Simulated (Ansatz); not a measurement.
Given:

Cu₃Si:
Space group P6₃/mmc (No. 194); a = 5.1126 Å, b = 5.1126 Å, c = 4.0806 Å, α = 90.00°, β = 90.00°, γ = 120.00°

| atom | site | symmetry | x | y | z |
|---|---|---|---|---|---|
| Si | 2d | -6m2 | 0.6667 | 0.3333 | 0.2500 |
| Cu | 6h | mm2 | 0.1676 | 0.3353 | 0.2500 |

This is the PBEsol-relaxed structure.

All from DFT-PBEsol in the program Ansatz with PAW potentials, unless another level is named. Give the electronic character.

metallic (no gap).

What about the formation energy from the elements (no fitted shifts)?

-10 kJ/mol-atom.

Predict the density of states at the Fermi level.

0.28 states/eV per atom (mean over ±0.08 eV).

Space group P6_3/mmc. The workflow started from a Materials Project entry (that database holds measured and hypothetical structures alike); the Crystallography Open Database copy checked does not list it. Its standing as an ambient phase is unchecked. The PBEsol relaxation kept the symmetry of its start; its stability against distortions is not shown here. No spin polarisation was allowed. The references are the lowest solids computed at this level, not always the standard phases.

Potentials: the later of the program's two PAW sets.
